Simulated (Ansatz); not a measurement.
A 3-atom cell of SnSe2 started from a crystallographic database at its r2SCAN+rVV10 geometry, in Ansatz. The base run uses PBE on a modest mesh; each further run changes one setting, sensibly or not. Doubtful ones may also carry a cap on iterations. All numbers are computed, and spin polarisation is off unless an edit sets a moment.

Base input:
```yaml
crystal:
  lattice:
    - [3.8251638404, 0.0, 0.0]
    - [-1.9125819202, 3.3126890594, 0.0]
    - [0.0, 0.0, 6.2270561301]
  atoms:
    - { symbol: Sn, position: [0.0, 0.0, 0.0] }
    - { symbol: Se, position: [0.3333333333, 0.6666666667, 0.2530760434] }
    - { symbol: Se, position: [0.6666666667, 0.3333333333, 0.7469239566] }
kpoints:
  mp_grid: { grid: [6, 6, 4] }
hamiltonian:
  xc: pbe
scf:
  occupations: { method: fixed }
  n_extra_bands: 4
output:
  forces: true
  stress: true
  eigenvalues: true
```

Base results:
```
Basis set: ecut = 420 eV, 1545 PW (Γ)
Symmetry: 12 space group operations
Space group: P-3m1 (ITA 164)
k-points: 24 of 144
SCF converged after 6 iterations
Free energy (F): -16963.337557 eV
Fermi energy:    7.749219 eV
--- Forces (eV/Å), atoms counted from 1 ---
  atom   1  Sn      0.00000      0.00000      0.00000
  atom   2  Se      0.00000      0.00000      0.24758
  atom   3  Se      0.00000      0.00000    -0.24758
--- Stress (GPa, compression-positive) ---
        2.936063       0.000000       0.000000
        0.000000       2.936063       0.000000
        0.000000       0.000000       2.925985
  P = ⅓ Tr σ = 2.9327 GPa (29.327 kbar)
```
The gap over this mesh is 0.788 eV.

Command: `ansatz run input.yaml --threads 4 --pin off --max-ram 3686MiB --backend cpu --events-out ev --progress --plain --runs-dir out`. It took 1.7 s on 4 threads of Arm Neoverse N1, with other jobs on the host; peak host memory 0.39 GiB.

Task: Predict the outcome of this edit.
```yaml
scf:
  n_extra_bands: 24
```

Result: Energy, stress and gap stay within 1 meV an atom, 0.1 GPa and 0.005 eV of the base. Empty bands don't enter the energy of an insulator with fixed occupations.

Task: These lines are set or replaced. What follows?
```yaml
scf:
  occupations: { method: fermi_dirac, width: 0.2 }
```

Result: The free energy moves by -6.2 meV an atom, the mean stress by +0.18 GPa and the gap on the mesh by +0.005 eV (to 0.794). The term −TS is -23 meV an atom. A width of 0.2 eV moves electrons across a gap of 0.79 eV: this is no longer the ground state.
```
SCF converged after 6 iterations
Free energy (F): -16963.356053 eV
Internal energy: -16963.287104 eV  (E = F + TS)
E sigma→0 (E₀):  -16963.321578 eV
Entropy (-TS):   -0.068949 eV (-22.983 meV/atom)
Fermi energy:    8.292040 eV
--- Forces (eV/Å), atoms counted from 1 ---
  atom   1  Sn      0.00000      0.00000      0.00000
  atom   2  Se      0.00000      0.00000      0.29845
  atom   3  Se      0.00000      0.00000    -0.29845
--- Stress (GPa, compression-positive) ---
        3.075600       0.000000       0.000000
        0.000000       3.075600       0.000000
        0.000000       0.000000       3.180865
  P = ⅓ Tr σ = 3.1107 GPa (31.107 kbar)
--- Band table (eV; the first three rows and the last of 24) ---
  k-point 0: bands = […, 1.6686, 7.2280, 7.2280, 7.4946, 7.4946, 7.6675, 8.8040, 10.8696, 12.4558, 12.4558]
  k-point 1: bands = […, 2.0503, 6.5438, 7.1694, 7.1694, 7.5826, 7.5826, 9.6837, 10.8545, 12.3232, 12.3232]
  k-point 2: bands = […, 2.5277, 5.6993, 7.1293, 7.1293, 7.6529, 7.6529, 10.2400, 10.7823, 12.1976, 12.1976]
  k-point 23: bands = […, 0.5919, 3.7400, 3.7400, 4.1981, 7.3875, 7.3875, 10.1202, 12.3268, 12.3268, 13.8433]
```

Task: What happens with this change?
```yaml
scf:
  occupations: { method: gaussian, width: 0.2 }
```

Result: Energy, stress and gap stay within 1 meV an atom, 0.1 GPa and 0.005 eV of the base. The term −TS is -0.1 meV an atom.

Task: These lines are set or replaced. What follows?
```yaml
scf:
  mixing: { beta: 1.0 }
  max_iter: 69
```

Result: It converges in 6 iterations, as the base does. This key steers the way to the solution, not the solution: the results stay as they were.

Task: Predict the outcome of this edit.
```yaml
scf:
  occupations: { method: methfessel_paxton, width: 0.2 }
```

Result: Energy, stress and gap stay within 1 meV an atom, 0.1 GPa and 0.005 eV of the base. The term −TS is +0.4 meV an atom, of a sign that arises since this scheme's broadening is partly negative.
```
WARN: on these k-points the computed levels leave a gap of 0.7880 eV at the electron count, 3.9 widths of the methfessel_paxton smearing (0.2000 eV) […]
```

Task: What happens with this change?
```yaml
scf:
  mixing: { preconditioner: none }
```

Result: It converges in 7 iterations against the base's 6. The result is the base's, as it should be for a key that only affects how the solution is found.

Spin-orbit coupling is left out, which matters wherever the heavy atoms make up the band edges.
